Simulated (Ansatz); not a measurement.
## A crystal of composition N2 at more than one level of theory

Plane-wave PAW calculations in Ansatz, scalar-relativistic unless spin-orbit coupling is named; Γ-centred meshes, relaxations with the symmetry kept. Pressure is positive in compression. No spin polarisation at the first level.

Cutoff 420 eV; k points 4×4×4 on the computed 8-atom cell (Γ-centred); Gaussian smearing, width 0.02 eV; no spin polarisation.

Structure relaxed with PBE+D3(BJ):

```cif
data_structure
_symmetry_space_group_name_H-M 'Pa-3'
_symmetry_Int_Tables_number 205
_cell_length_a 5.6590
_cell_length_b 5.6590
_cell_length_c 5.6590
_cell_angle_alpha 90.000
_cell_angle_beta 90.000
_cell_angle_gamma 90.000
_cell_volume 181.22
loop_
_atom_site_label
_atom_site_type_symbol
_atom_site_symmetry_multiplicity
_atom_site_Wyckoff_symbol
_atom_site_fract_x
_atom_site_fract_y
_atom_site_fract_z
_atom_site_occupancy
N1 N 8 c 0.05619 0.05619 0.05619 1
```

Task: What changes with PBE (relaxed anew)?

Result:
```
     level cell cutoff (eV) k mesh primitive cell V (Å³/atom) P (GPa; residual where relaxed) gap on mesh (eV)
PBE+D3(BJ) relaxed          420   4×4×4  a = 5.66 Å, b = 5.66 Å, c = 5.66 Å, α = 90.00°, β = 90.00°, γ = 90.00°         22.7                             0.01              7.40
       PBE  relaxed          420   4×4×4  a = 6.15 Å, b = 6.15 Å, c = 6.15 Å, α = 90.00°, β = 90.00°, γ = 90.00°         29.0                             0.01              7.69
```

The volumes differ by 28 %: in a crystal of weakly bound units the cell follows the treatment of dispersion, and a level without it swells.

Cost: 2 runs of about 1.4 core-minutes in all, on Arm Neoverse V1 (shared hosts).